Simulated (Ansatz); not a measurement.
Consider the following.

Mg₃SnO:
```cif
data_Mg3OSn
_chemical_formula_sum 'Sn1 O1 Mg3'
_space_group_name_H-M_alt 'Pm-3m'
_space_group_IT_number 221
_space_group_name_Hall '-P 4 2 3'
_cell_length_a 4.34764
_cell_length_b 4.34764
_cell_length_c 4.34764
_cell_angle_alpha 90.000
_cell_angle_beta 90.000
_cell_angle_gamma 90.000
loop_
_atom_site_label
_atom_site_type_symbol
_atom_site_symmetry_multiplicity
_atom_site_Wyckoff_symbol
_atom_site_fract_x
_atom_site_fract_y
_atom_site_fract_z
_atom_site_occupancy
Sn1 Sn 1 a 0.00000 0.00000 0.00000 1
O1 O 1 b 0.50000 0.50000 0.50000 1
Mg1 Mg 3 c 0.00000 0.50000 0.50000 1
```

This is the r²SCAN-relaxed structure.

All from r²SCAN in the plane-wave PAW code Ansatz, unless another level is named. Predict the electronic character.

metallic (no gap).

Predict the density of states at the Fermi level.

0.06 states/eV per atom (mean over ±0.08 eV).

And the gap with spin–orbit coupling?

none (metallic).

The start of the workflow was typed in or built on a structure type; neither database checked (COD, Materials Project) lists it. Whether it is the stable phase at ambient conditions was not checked. The cell was relaxed with r²SCAN under the symmetry of its start; whether a distortion lowers the energy is not shown. Spin–orbit coupling is left out wherever it is not named.

Potentials: the earlier of the program's two PAW sets.
